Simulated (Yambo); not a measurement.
Yambo input for TlAsF6 (space group R-3, No. 148) (a = b = c = 5.090 Å, α = β = γ = 96.92°), on PBEsol (Quantum ESPRESSO, PseudoDojo norm-conserving, 84 Ry, scalar-relativistic) wavefunctions on a 4×4×4 mesh:

```
optics
chi
dipoles
kernel
FFTGvecs= 40 Ry
Chimod= "HARTREE"
NGsBlkXd= 3 Ry
% QpntsRXd
 1 | 1 |
%
% BndsRnXd
 1 | 104 |
%
GrFnTpXd= "R"
% EnRngeXd
 0.0 | 20.0 | eV
%
% DmRngeXd
 0.2 | 0.2 | eV
%
CGrdSpXd= 50
ETStpsXd= 161
% LongDrXd
 0.0 | 0.0 | 1.0 |
%
```

First lines of the file o-*.eps_q1_inv_rpa_dyson:

```
Absorption @ Q(1):   0.00000000     0.00000000     1.00000000    [q->0 direction]
#
# [ X ] Hartree size     :   81
# [GEN] GF Energies     : Perdew, Burke & Ernzerhof SOL(X)+Perdew, Burke & Ernzerhof SOL(C)
# [GEN] Green`s Function     : Retarded
#
# [GEN] Gauge     : Length
# [GEN] [r,Vnl] included     : yes
#
#    E[1] [eV]     Im(eps)     Re(eps)     Im(eps_o)     Re(eps_o)
#
     0.000000     -0.200383E-5     2.348038     0.43019E-18     2.754301
     0.125000     0.716214E-3     2.348261     0.001071     2.754634
     0.250000     0.001437     2.348933     0.002146     2.755636
     0.375000     0.002163     2.350055     0.003229     2.757309
     0.500000     0.002898     2.351633     0.004325     2.759661
     0.625000     0.003643     2.353671     0.005438     2.762700
     0.750000     0.004402     2.356177     0.006572     2.766439
     0.875000     0.005179     2.359161     0.007734     2.770892
     1.000000     0.005976     2.362635     0.008927     2.776078
     1.125000     0.006797     2.366613     0.010159     2.782019
     1.250000     0.007647     2.371110     0.011434     2.788738
     1.375000     0.008530     2.376146     0.012761     2.796267
     1.500000     0.009451     2.381742     0.014147     2.804639
     1.625000     0.010415     2.387924     0.015601     2.813892
     1.750000     0.011430     2.394720     0.017134     2.824073
     1.875000     0.012503     2.402164     0.018755     2.835232
     2.000000     0.013641     2.410294     0.020481     2.847428
     2.125000     0.014857     2.419152     0.022325     2.860730
     2.250000     0.016161     2.428791     0.024306     2.875215
     2.375000     0.017568     2.439267     0.026447     2.890974
     2.500000     0.019095     2.450649     0.028775     2.908113
     2.625000     0.020763     2.463015     0.031321     2.926753
     2.750000     0.022599     2.476460     0.034127     2.947039
     2.875000     0.024636     2.491092     0.037243     2.969142
     3.000000     0.026914     2.507045     0.040733     2.993266
     3.125000     0.029489     2.524478     0.044679     3.019658
     3.250000     0.032433     2.543587     0.049192     3.048619
     3.375000     0.035840     2.564613     0.054419     3.080520
     3.500000     0.039846     2.587861     0.060563     3.115831
     3.625000     0.044639     2.613722     0.067913     3.155150
     3.750000     0.050499     2.642705     0.076895     3.199257
     3.875000     0.057852     2.675490     0.088156     3.249193
     4.000000     0.067382     2.713007     0.102742     3.306377
```
(The file goes on to the top of the energy range.) Convergence of the RPA response with its 4×4×4 mesh was not tested.

Spin-orbit coupling is not included.

Geometry relaxed with PBE+D3(BJ).

The structure is a Materials Project entry; no match was found in the copy of COD used, and its stability was not checked.
